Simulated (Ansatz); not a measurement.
Is this Ni result the lowest state?

The cell (2 atoms) is Ni as a measured crystal structure (space group Fm-3m, primitive cell doubled). Source: COD entry 2102263; the sample's temperature and pressure aren't taken into account, and it need not be the stable phase.

Theory: DFT, PBE, PAW, plane waves, scalar-relativistic (Ansatz development build ahead of 0.2.0).

```yaml
crystal:
  lattice:
    - [0.0, -1.77195, -1.77195]
    - [-3.5439, -1.77195, -1.77195]
    - [0.0, 1.77195, -1.77195]
  atoms:
    - { symbol: Ni, position: [0.0, 0.0, 0.0], spin: 2.0 }
    - { symbol: Ni, position: [0.0, 0.5, 0.5], spin: -2.0 }
magnetization:
  spin_polarized: true
hamiltonian:
  xc: pbe
  pseudopotentials: { kind: paw }
basis:
  ecutwfc: 420
kpoints:
  mp_grid: { grid: [14, 8, 11] }
scf:
  occupations: { method: fermi_dirac, width: 0.1 }
  lower_state_search: "off"
output:
  forces: true
  stress: true
```

Time: 7.8 s on 2 threads of x86-64 server CPU, with other jobs on the host, peak memory 0.54 GiB.

The end of the output:

```
SCF converged after 15 iterations
Magnetization: 0.0000 μB (18.0000 up, 18.0000 down)
Absolute magnetization: 0.0000 μB (∫|ρ↑−ρ↓|, with the PAW one-centre terms)
Spin contamination: 0.0000 ħ² per cell (⟨S²⟩ above its minimum at these occupations)
Per-site moments (μB) at R_I (Å): [(-2.1328e-6, 1.0336), (2.1328e-6, 1.0336)]
Free energy (F): -11679.417362 eV
Harris-Foulkes:  -11679.417362 eV  (|F-HF|=1.09e-11)
Internal energy: -11679.235932 eV  (E = F + TS)
E sigma→0 (E₀):  -11679.326647 eV
Entropy (-TS):   -0.181430 eV (-90.715 meV/atom)
Fermi energy:    17.499784 eV
--- Forces (eV/Å), atoms counted from 1 ---
  atom   1  Ni     0.00000000     0.00000000     0.00000000
  atom   2  Ni     0.00000000    -0.00000000     0.00000000
--- Stress (GPa, compression-positive) ---
       -4.739109      -0.000612      -0.000612
       -0.000612      -4.598749      -0.046969
       -0.000612      -0.046969      -4.598749
  P = ⅓ Tr σ = -4.6455 GPa (-46.455 kbar)
```

The mesh has less symmetry than the lattice, which lowers the symmetry of the run.

A small moment in a metal is sensitive to the mesh and the smearing.

Site moments are taken inside atomic spheres and don't add up to the total.

Question: The run converged. Is this the lowest state of the cell, and if not, what lies lower and how is it reached?

Answer: No. A state 36.8 meV/atom (0.074 eV per cell) lower exists in this cell: ferromagnetic, site moments Ni1 0.66, Ni2 0.66 μB, total 1.25 μB per cell, no gap on the k-mesh. It was reached from: parallel moments, default search for lower states [Ni1 2.00, Ni2 2.00 μB]; spin on, no moments given (the program may seed its own), plain SCF. The wrong state matters: the pressure is -3.8 GPa there against -4.6 GPa here. This multiple of the primitive cell fits some opposed orders; other multiples fit others. Orders that need a larger cell or non-collinear spins weren't tried.
